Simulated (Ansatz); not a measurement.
## Profile along the Cr–O line in CrO2 (rutile)

CrO2 (rutile)

```xyz
6
Lattice="4.4039 0.0000 0.0000 0.0000 4.4039 0.0000 0.0000 0.0000 2.9118" Properties=species:S:1:pos:R:3 pbc="T T T"
Cr     0.0000     0.0000     0.0000
Cr     2.2020     2.2020     1.4559
O      1.3334     1.3334     0.0000
O      3.5354     0.8685     1.4559
O      0.8685     3.5354     1.4559
O      3.0705     3.0705     0.0000
```

Fields along a shortest Cr–O line of a (-1 1 0) plane (1.89 Å), from Cr to O, interpolated on the slice's grid (step about 0.2 Å). Level of theory: r2SCAN (plane waves to 500 eV, PAW, scalar-relativistic; Ansatz, an electronic-structure program). k mesh 11×11×16. Inside the PAW spheres the values are not all-electron values, and peaks at nuclei hang on which shells count as valence. CrO2 is run spin-polarised and with no Hubbard U. CrO2 was relaxed with its symmetry unable to fall. Relaxed CrO2 ends ferromagnetic. The magnetic order is the one the run started from; other orders were not tried.

```json
[
 {"distance from Cr (Å)": "0.00", "valence electron density (e/Å³)": "21.29", "spin density, up minus down (e/Å³)": "3.48", "electron localisation function": "x", "ELF of the up spins": "x", "ELF of the down spins": "x"},
 {"distance from Cr (Å)": "0.09", "valence electron density (e/Å³)": "21.29", "spin density, up minus down (e/Å³)": "3.48", "electron localisation function": "x", "ELF of the up spins": "x", "ELF of the down spins": "x"},
 {"distance from Cr (Å)": "0.19", "valence electron density (e/Å³)": "18.71", "spin density, up minus down (e/Å³)": "2.98", "electron localisation function": "x", "ELF of the up spins": "x", "ELF of the down spins": "x"},
 {"distance from Cr (Å)": "0.28", "valence electron density (e/Å³)": "14.84", "spin density, up minus down (e/Å³)": "2.22", "electron localisation function": "x", "ELF of the up spins": "x", "ELF of the down spins": "x"},
 {"distance from Cr (Å)": "0.38", "valence electron density (e/Å³)": "10.82", "spin density, up minus down (e/Å³)": "1.45", "electron localisation function": "x", "ELF of the up spins": "x", "ELF of the down spins": "x"},
 {"distance from Cr (Å)": "0.47", "valence electron density (e/Å³)": "7.22", "spin density, up minus down (e/Å³)": "0.81", "electron localisation function": "0.77", "ELF of the up spins": "0.67", "ELF of the down spins": "0.90"},
 {"distance from Cr (Å)": "0.57", "valence electron density (e/Å³)": "4.31", "spin density, up minus down (e/Å³)": "0.35", "electron localisation function": "0.62", "ELF of the up spins": "0.50", "ELF of the down spins": "0.78"},
 {"distance from Cr (Å)": "0.66", "valence electron density (e/Å³)": "2.34", "spin density, up minus down (e/Å³)": "0.11", "electron localisation function": "0.42", "ELF of the up spins": "0.32", "ELF of the down spins": "0.54"},
 {"distance from Cr (Å)": "0.76", "valence electron density (e/Å³)": "1.33", "spin density, up minus down (e/Å³)": "0.02", "electron localisation function": "0.23", "ELF of the up spins": "0.18", "ELF of the down spins": "0.30"},
 {"distance from Cr (Å)": "0.85", "valence electron density (e/Å³)": "0.92", "spin density, up minus down (e/Å³)": "0.01", "electron localisation function": "0.18", "ELF of the up spins": "0.16", "ELF of the down spins": "0.20"},
 {"distance from Cr (Å)": "0.94", "valence electron density (e/Å³)": "0.82", "spin density, up minus down (e/Å³)": "0.02", "electron localisation function": "0.24", "ELF of the up spins": "0.22", "ELF of the down spins": "0.27"},
 {"distance from Cr (Å)": "1.04", "valence electron density (e/Å³)": "0.90", "spin density, up minus down (e/Å³)": "0.03", "electron localisation function": "0.42", "ELF of the up spins": "0.39", "ELF of the down spins": "0.44"},
 {"distance from Cr (Å)": "1.13", "valence electron density (e/Å³)": "1.17", "spin density, up minus down (e/Å³)": "0.02", "electron localisation function": "0.64", "ELF of the up spins": "0.63", "ELF of the down spins": "0.65"},
 {"distance from Cr (Å)": "1.23", "valence electron density (e/Å³)": "1.67", "spin density, up minus down (e/Å³)": "0.00", "electron localisation function": "0.82", "ELF of the up spins": "0.82", "ELF of the down spins": "0.82"},
 {"distance from Cr (Å)": "1.32", "valence electron density (e/Å³)": "2.48", "spin density, up minus down (e/Å³)": "-0.02", "electron localisation function": "0.82", "ELF of the up spins": "0.82", "ELF of the down spins": "0.82"},
 {"distance from Cr (Å)": "1.42", "valence electron density (e/Å³)": "3.59", "spin density, up minus down (e/Å³)": "-0.04", "electron localisation function": "0.82", "ELF of the up spins": "0.82", "ELF of the down spins": "0.81"},
 {"distance from Cr (Å)": "1.51", "valence electron density (e/Å³)": "4.86", "spin density, up minus down (e/Å³)": "-0.07", "electron localisation function": "x", "ELF of the up spins": "x", "ELF of the down spins": "x"},
 {"distance from Cr (Å)": "1.61", "valence electron density (e/Å³)": "6.03", "spin density, up minus down (e/Å³)": "-0.11", "electron localisation function": "x", "ELF of the up spins": "x", "ELF of the down spins": "x"},
 {"distance from Cr (Å)": "1.70", "valence electron density (e/Å³)": "6.94", "spin density, up minus down (e/Å³)": "-0.14", "electron localisation function": "x", "ELF of the up spins": "x", "ELF of the down spins": "x"},
 {"distance from Cr (Å)": "1.80", "valence electron density (e/Å³)": "7.47", "spin density, up minus down (e/Å³)": "-0.18", "electron localisation function": "x", "ELF of the up spins": "x", "ELF of the down spins": "x"},
 {"distance from Cr (Å)": "1.89", "valence electron density (e/Å³)": "7.61", "spin density, up minus down (e/Å³)": "-0.19", "electron localisation function": "x", "ELF of the up spins": "x", "ELF of the down spins": "x"}
]
```

x: too close to a nucleus for the ELF to mean much.

Density on the Cr–O line (1.89 Å) at its midpoint: 0.82 e/Å³. ELF at that point: 0.2.
